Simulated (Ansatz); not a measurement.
Q: ZnInGaO4 in space group R3m (No. 160; Pearson symbol hR7) is relaxed with the program Ansatz at the HSE06 level (PAW). What lattice parameters of the conventional cell result?

A: a = 3.311 Å, c = 25.783 Å.

Q: Give the free coordinates with the occupied sites.

A: In one choice of origin and axes:

```tsv
atom	site	symmetry	x	y	z
Zn	3a	3m	0.0000	0.0000	0.2188
In	3a	3m	0.0000	0.0000	0.0032
Ga	3a	3m	0.0000	0.0000	0.7870
O	3a	3m	0.0000	0.0000	0.2956
O	3a	3m	0.0000	0.0000	0.7112
O	3a	3m	0.0000	0.0000	0.1209
O	3a	3m	0.0000	0.0000	0.8633
```

Q: Is it a metal or does it have a gap at this level?

A: A gap of 3.03 eV.

Symmetry was held in the HSE06 relaxation. The hybrid was solved on a coarse mesh, the path and, where they were found, the r²SCAN edge points; its band edges are the extreme levels among these. Spin–orbit coupling is left out wherever it is not named.

Potentials: the later of the program's two PAW sets.
